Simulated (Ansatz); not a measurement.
InTe (rock salt, space group No. 225), LDA in the plane-wave PAW code Ansatz, all energies at zero smearing, with the estimated change up to a 700 eV cutoff added, with one set of potentials and settings (totals compare only within such a set). Cell of 2 atoms (1 In, 1 Te): -12284.954 eV.

| element | reference phase | E (eV/atom) |
|---|---|---|
| In | I4/mmm, 1 atoms in the cell | -5457.1653 |
| Te | P3_121, 3 atoms in the cell | -6827.2001 |

Formation energy per atom, worked out: (-12284.954 − 1×(-5457.1653) − 1×(-6827.2001))/2 = -0.294 eV/atom (-28 kJ per mol of atoms), at 0 K, without zero-point energy or fitted corrections.

Space group Fm-3m (rock salt). The first step of the workflow began from a Materials Project structure, measured or hypothetical; the Crystallography Open Database files this formula in space group No. 225, but the cells were not matched. Whether it is the stable phase at ambient conditions was not checked. Symmetry was held in the LDA relaxation; whether a distortion lowers the energy is not shown. The references are the lowest solids computed at this level, not always the standard phases. Spin–orbit coupling is left out wherever it is not named.

Potentials: the later of the program's two PAW sets.
